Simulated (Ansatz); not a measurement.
**What DFT gives for Rb**

```
Rb
1.0
     2.48325    4.30112    0.00000
    -2.48325    4.30112    0.00000
    -2.48325    1.43370    4.31701
Rb
2
Direct
  0.23391 0.53218 0.70173
  0.76609 0.46782 0.29827
```

Level: PBEsol, no spin polarisation; 420 eV; 9×9×9 Γ-centred mesh; fermi-dirac occupations (width 0.1 eV); Ansatz 0.2.0, fixed geometry.

Question: What happens at the Fermi level?

Answer: It is a metal, with about 2.9 states/eV a cell as the mean within 0.25 eV of the Fermi level.

Question: What does the stress say?

Answer: The pressure is 5.3 GPa (compression positive), so with the atoms held at these fractions the cell would first expand.

Question: What do density and ELF say about some of the short contacts?

Answer: Rb–Rb at 3.35 Å: least valence density 0.07 e/Å³ and ELF 0.03 there. These are pseudo-fields; inside the PAW spheres they differ from the all-electron ones.

Question: Which atom feels the largest force, and which way?

Answer: The largest is on Rb1 (and as large on other atoms): 0.43 eV/Å, components (0.00, 0.00, 0.43). It makes 121° with the line to a nearest neighbour, Rb2 at 3.35 Å.

Origin: a known structure type with other elements, at an estimated volume, so it need not be a known compound. Caveats: many states at the Fermi level without spin polarisation, so a magnetic state may lie lower.
